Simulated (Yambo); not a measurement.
Yambo run on K2TiF6 (space group P-3m1, No. 164). The wavefunctions are PBEsol (pw.x of Quantum ESPRESSO, ONCV potentials, without SOC) ones on a 3×3×2 mesh (36 occupied bands); a = b = 5.685 Å, c = 4.590 Å, α = β = 90.00°, γ = 120.00°.

Yambo input:

```
rim_cut
HF_and_locXC
RandQpts= 1000000
RandGvec= 1 Ry
EXXRLvcs= 84 Ry
VXCRLvcs= 336 Ry
% QPkrange
 1 | 1 | 36 | 37 |
 2 | 2 | 36 | 37 |
 5 | 5 | 36 | 37 |
 6 | 6 | 36 | 37 |
%
```

k points by index: 1 = Γ, 2 = A, 5 = K, 6 = H.

Table of the .hf output:

```
#    K-point    Band    Eo [eV]    Ehf [eV]    Vxc [eV]    Vnlxc [eV]
#
    1    36    0.000000    -7.724476    -22.76595    -30.49042
    1    37    4.980171    13.25215    -21.24885    -12.97687
    2    36    -0.033372    -7.788776    -22.58664    -30.34205
    2    37    5.027126    13.28710    -21.48993    -13.22996
    5    36    -0.158347    -7.748577    -22.69657    -30.28680
    5    37    5.057938    13.33463    -21.53889    -13.26220
    6    36    -0.123731    -7.893791    -22.46947    -30.23953
    6    37    5.062560    13.30068    -21.56632    -13.32820
```
Exchange alone, without screening.

Geometry of the Materials Project entry, not relaxed at this level.
